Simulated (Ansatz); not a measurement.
# What DFT gives for LaMgTl

```
La Mg Tl
1.0
     7.83784    0.00000    0.00000
    -3.91892    6.78777    0.00000
     0.00000    0.00000    4.79359
La Mg Tl
3 3 3
Direct
  0.42374 0.00000 0.00000
  0.57626 0.57626 0.00000
  0.00000 0.42374 0.00000
  0.75520 0.00000 0.50000
  0.24480 0.24480 0.50000
  0.00000 0.75520 0.50000
  0.00000 0.00000 0.00000
  0.66670 0.33330 0.50000
  0.33330 0.66670 0.50000
```

Level: r2SCAN, no spin polarisation; 500 eV; 5×5×7 Γ-centred mesh; fermi-dirac occupations (width 0.1 eV); Ansatz 0.2.0, fixed geometry.

Problem. What does the stress say?

Solution. The pressure is 0.6 GPa (compression positive), so with the atoms held at these fractions the cell would first expand.

Problem. Describe some of the short contacts.

Solution. Mg–Tl at 3.02 Å: least valence density 0.14 e/Å³ and ELF 0.13 there. La–Tl at 3.32 Å: least valence density 0.15 e/Å³ and ELF 0.13 there. Mg–Mg at 3.32 Å: least valence density 0.08 e/Å³ and ELF 0.40 there. These are pseudo-fields; inside the PAW spheres they differ from the all-electron ones.

Problem. Which element gives electrons and which takes them?

Solution. Bader charges in e: La +1.32, Mg +1.23, Tl -2.82 to -2.42. In the mean La gives up most and Tl takes most.

Problem. Is it stable against the elements?

Solution. -0.48 eV an atom against the elements' usual phases (free molecules for gases, crystals otherwise, with no correction for O₂ or N₂), so it is bound against them; other compounds may still compete. Relaxing would lower it.

Problem. What happens at the Fermi level?

Solution. It is a metal on this mesh, though the bands barely overlap, with about 1.1 states/eV a cell as the mean within 0.25 eV of the Fermi level, mostly La d (55 %) and Tl p (29 %).

Origin: a database entry at a rescaled volume. Caveats: f levels without a U or exact exchange are poorly placed.
